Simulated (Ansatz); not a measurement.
How the functional moves the response of BaZrO₃ (Pm-3m) (LDA, r²SCAN and PBEsol)

```yaml
crystal:
  lattice:
    - [4.14736, 0.00000, 0.00000]
    - [0.00000, 4.14736, 0.00000]
    - [0.00000, 0.00000, 4.14736]
  atoms:
    - { symbol: Ba, position: [0.00000, 0.00000, 0.00000] }
    - { symbol: Zr, position: [0.50000, 0.50000, 0.50000] }
    - { symbol: O, position: [0.00000, 0.50000, 0.50000] }
    - { symbol: O, position: [0.50000, 0.00000, 0.50000] }
    - { symbol: O, position: [0.50000, 0.50000, 0.00000] }
```

This cell (14.27 Å³ an atom) was relaxed by PAW under LDA, and each functional gets its own cell relaxed so. Quantity: elastic moduli (Hill averages, relaxed ions; θ_D from sound speeds over directions).

Runs: (1) LDA, PAW on Ansatz 0.2.0's default frozen-core files (fitted under PBE), scalar-relativistic; k mesh 4×4×4, strains of ±0.008, fixed occupations, cutoff 420 eV. (2) r²SCAN, PAW on Ansatz 0.2.0's default frozen-core files (fitted under PBE), scalar-relativistic; k mesh 4×4×4, strains of ±0.008, fixed occupations, cutoff 500 eV. (3) PBEsol, PAW on Ansatz 0.2.0's default frozen-core files (fitted under PBE), scalar-relativistic; k mesh 6×6×6, strains of ±0.008, fixed occupations, cutoff 420 eV.

Under LDA: B = 176 GPa, G = 104 GPa, C11 = 351 GPa, C44 = 88.0 GPa, ν = 0.253, θ_D = 545 K.

Problem. Which way does r²SCAN move the volume, and by how much?

Solution. a = 4.205 Å, 14.87 Å³ an atom: 4.2 % larger.

Problem. What does r²SCAN give for these quantities?

Solution. 

| quantity | LDA | r²SCAN | change |
| --- | --- | --- | --- |
| B | 176 GPa | 164 GPa | -7 % |
| G | 104 GPa | 101 GPa | -3 % |
| C11 | 351 GPa | 319 GPa | -9 % |
| C44 | 88.0 GPa | 91.0 GPa | +3 % |
| ν | 0.253 | 0.245 | -3 % |
| θ_D | 545 K | 541 K | under 1 % |

Problem. Which way does PBEsol move the volume, and by how much?

Solution. a = 4.181 Å, 14.61 Å³ an atom: 2.4 % larger.

Problem. What does PBEsol give for these quantities?

Solution. 

```tsv
quantity	LDA	PBEsol	change
B	176 GPa	163 GPa	-7 %
G	104 GPa	98.0 GPa	-5 %
C11	351 GPa	324 GPa	-8 %
C44	88.0 GPa	85.3 GPa	-3 %
ν	0.253	0.250	-2 %
θ_D	545 K	532 K	-2 %
```

Keep in mind: frozen-core PAW files fitted under PBE, their cores solved anew for the functional of the run.
